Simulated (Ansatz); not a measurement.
GePd3 in space group Fm-3m (No. 225; Ge on 4a, Pd on 4b, Pd on 8c), the program Ansatz at the PBE level (PAW), all energies at zero smearing, with the estimated change up to a 700 eV cutoff added, with one set of potentials and settings (totals compare only within such a set). Cell of 4 atoms (1 Ge, 3 Pd): -25214.757 eV.

```csv
element,reference phase,E (eV/atom)
Ge,"Fd-3m, 2 atoms in the cell",-4294.9847
Pd,"Fm-3m, 1 atoms in the cell",-6972.8544
```

Formation energy per atom, worked out: (-25214.757 − 1×(-4294.9847) − 3×(-6972.8544))/4 = -0.302 eV/atom (-29 kJ per mol of atoms), at 0 K, without zero-point energy or fitted corrections.

The cell is a constructed one: a structure type filled with these elements; neither database checked (COD, Materials Project) lists it. Its standing as an ambient phase is unchecked. Symmetry was held in the PBE relaxation; whether a distortion lowers the energy is not shown. No spin polarisation was allowed. The references are the lowest solids computed at this level, not always the standard phases.

Potentials: the later of the program's two PAW sets.
